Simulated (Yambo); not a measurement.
Yambo run on SiO2 (space group I4/mmm, No. 139). The wavefunctions are PBEsol (pw.x of Quantum ESPRESSO, ONCV potentials, without SOC) ones on a 2×2×2 mesh (32 occupied bands); a = b = c = 6.8425 Å, α = β = 98.38°, γ = 135.12°.

Yambo input:

```
rim_cut
gw0
dyson
el_el_corr
HF_and_locXC
ppa
em1d
RandQpts= 1000000
RandGvec= 1 Ry
EXXRLvcs= 84 Ry
VXCRLvcs= 336 Ry
Chimod= "HARTREE"
% BndsRnXp
 1 | 296 |
%
NGsBlkXp= 7 Ry
% LongDrXp
 1.0 | 1.0 | 1.0 |
%
PPAPntXp= 27.2114 eV
% GbndRnge
 1 | 111 |
%
GTermKind= "BG"
DysSolver= "n"
ExtendOut
% QPkrange
 1 | 1 | 32 | 33 |
 4 | 4 | 32 | 32 |
%
```

k points by index: 1 = Γ, 4 = M.

Table of the .qp output:

```
#    K-point    Band    Eo [eV]    E [eV]    E-Eo [eV]    Vxc [eV]    Vnlxc [eV]    Sc|Eo [eV]    Sc|E [eV]    dSc/dw|Eo [eV]    Re(Z)    Im(Z)
#
    1    32    -0.005236    -1.894983    -1.889746    -20.06944    -25.97578    3.631872    4.016592    -5.539452    0.830860    -0.993448E-3
    1    33    5.566656    6.530377    0.963721    -8.049250    -4.385306    -2.588542    -2.700223    -3.153187    0.896155    -0.679356E-3
    4    32    0.000000    -1.891744    -1.891744    -20.09663    -26.01144    3.638757    4.023070    -5.527744    0.831157    -0.990888E-3
```
(The two width columns are left out.) Convergence of these settings isn't established.

Geometry of the Materials Project entry, not relaxed at this level.

This is not the ordinary phase of the substance; no match was found in the copy of COD used, and its stability was not checked.
